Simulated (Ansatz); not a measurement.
KTaO3:
```xyz
5
Lattice="4.0244 0.0000 0.0000 0.0000 4.0244 0.0000 0.0000 0.0000 4.0244" Properties=species:S:1:pos:R:3 pbc="T T T"
K      2.0122     2.0122     2.0122
Ta     0.0000     0.0000     0.0000
O      0.0000     2.0122     0.0000
O      2.0122     0.0000     0.0000
O      0.0000     0.0000     2.0122
```

Relaxed with PBE. Special points in fractions of this cell's reciprocal vectors: Γ (0.000, 0.000, 0.000); X (0.000, 0.500, 0.000); M (0.500, 0.500, 0.000); R (0.500, 0.500, 0.500).

**Question.** List the band energies nearest the valence-band maximum at these points for the program Ansatz at the PBE with spin–orbit coupling level (PAW).

**Answer.** In eV from the valence-band maximum; about four levels below and three above (degenerate sets whole), none deeper than 8.9 eV; points with the same levels are listed once.

```json
[
 {"k": "Γ", "below": "-0.57 -0.57 -0.57 -0.57", "above": "2.02 2.02 2.02 2.02"},
 {"k": "X", "below": "-0.90 -0.90 -0.77 -0.77", "above": "2.29 2.29 4.74 4.74"},
 {"k": "M", "below": "-1.37 -1.37 -0.04 -0.04", "above": "4.76 4.76 5.01 5.01"},
 {"k": "R", "below": "0.00 0.00 0.00 0.00", "above": "6.12 6.12 6.12 6.12"}
]
```

Space group Pm-3m (cubic perovskite). The cell was relaxed with PBE under the symmetry of its start. At this level the phase is dynamically unstable (imaginary phonons). No spin polarisation was allowed.

Potentials: the later of the program's two PAW sets.
